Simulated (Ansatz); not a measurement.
Input:

Y3GeS2:
```cif
data_GeS2Y3
_chemical_formula_sum 'Y3 Ge1 S2'
_space_group_name_H-M_alt 'P-3m1'
_space_group_IT_number 164
_space_group_name_Hall '-P 3 2"'
_cell_length_a 4.02684
_cell_length_b 4.02684
_cell_length_c 9.75367
_cell_angle_alpha 90.000
_cell_angle_beta 90.000
_cell_angle_gamma 120.000
loop_
_atom_site_label
_atom_site_type_symbol
_atom_site_symmetry_multiplicity
_atom_site_Wyckoff_symbol
_atom_site_fract_x
_atom_site_fract_y
_atom_site_fract_z
_atom_site_occupancy
Y1 Y 2 d 0.33333 0.66667 0.16417 1
Y2 Y 1 b 0.00000 0.00000 0.50000 1
Ge1 Ge 1 a 0.00000 0.00000 0.00000 1
S1 S 2 d 0.66667 0.33333 0.34125 1
```

This is the r²SCAN-relaxed structure.

Task: All from r²SCAN in the plane-wave PAW code Ansatz, unless another level is named. Estimate the electronic character.

Result: metallic (no gap).

Task: Predict the density of states at the Fermi level.

Result: 0.30 states/eV per atom (mean over ±0.08 eV).

Task: Give the formation energy from the elements (no fitted shifts).

Result: -184 kJ/mol of atoms.

The first step of the workflow began from a Materials Project structure, measured or hypothetical; the Crystallography Open Database copy checked does not list it. Whether it is the stable phase at ambient conditions was not checked. The r²SCAN relaxation kept the symmetry of its start; whether a distortion lowers the energy is not shown. The run is not spin-polarised. With an odd number of electrons in the cell and no spin polarisation, the count alone makes it a metal. The references are the lowest solids computed at this level, not always the standard phases. Spin–orbit coupling is left out wherever it is not named.

Potentials: the later of the program's two PAW sets.
